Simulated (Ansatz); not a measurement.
Crystals of one structure type (zinc blende) and one family of elements, relaxed and computed with DFT-r²SCAN in the program Ansatz with PAW potentials.

```tsv
crystal	gap (eV)	electron conductivity mass (mₑ)
CdSe	1.04	0.093
CdTe	1.16	?
CdS	1.54	0.15
ZnSe	1.87	0.12
ZnS	2.70	0.19
```

Q: Fit a straight line to ln m* against ln E_g and predict the withheld value.

A: Least squares on the 4 shown rows: ln m* = 0.67 × ln E_g + (-2.363), with a scatter of 13 %. For CdTe this gives 0.10. The run itself gave 0.090, within the scatter.

All cells were relaxed under the symmetry of their starts (and spin orders); stability against distortions was not tested throughout. Scalar-relativistic: spin–orbit coupling is off unless named, which matters more the heavier the elements.

Potentials: the later of the program's two PAW sets.
